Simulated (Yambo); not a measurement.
KOH (space group Cmc2_1, No. 36), G0W0@LDA (Yambo, plasmon pole, terminator in G, 4×4×4 mesh): gap (-0.5, -0.5, 0) → Γ in eV by bands and screening block.

```json
[
 {"bands (W and G)": "31", "2 Ry": "7.18", "3 Ry": "7.02", "4 Ry": "[?]", "6 Ry": "6.95", "7 Ry": "[?]"},
 {"bands (W and G)": "46", "2 Ry": "[?]", "3 Ry": "6.59", "4 Ry": "6.60", "6 Ry": "6.61", "7 Ry": "6.60"},
 {"bands (W and G)": "66", "2 Ry": "6.57", "3 Ry": "6.44", "4 Ry": "6.47", "6 Ry": "6.50", "7 Ry": "6.51"},
 {"bands (W and G)": "91", "2 Ry": "6.51", "3 Ry": "6.38", "4 Ry": "6.41", "6 Ry": "6.45", "7 Ry": "6.48"},
 {"bands (W and G)": "117", "2 Ry": "6.49", "3 Ry": "6.35", "4 Ry": "6.38", "6 Ry": "6.43", "7 Ry": "6.46"}
]
```

Task: Estimate the withheld gaps from their neighbours; the computed values follow.

Result: 
- 31, 4 Ry: 6.98
- 31, 7 Ry: 6.93
- 46, 2 Ry: 6.73

The largest settings aren't shown to be the converged limit.

Geometry of the Materials Project entry, not relaxed at this level; primitive cell a = b = 5.5393 Å, c = 3.9730 Å, α = β = 90.00°, γ = 138.58°.

The structure is a Materials Project entry; no match was found in the copy of COD used, and its stability was not checked.
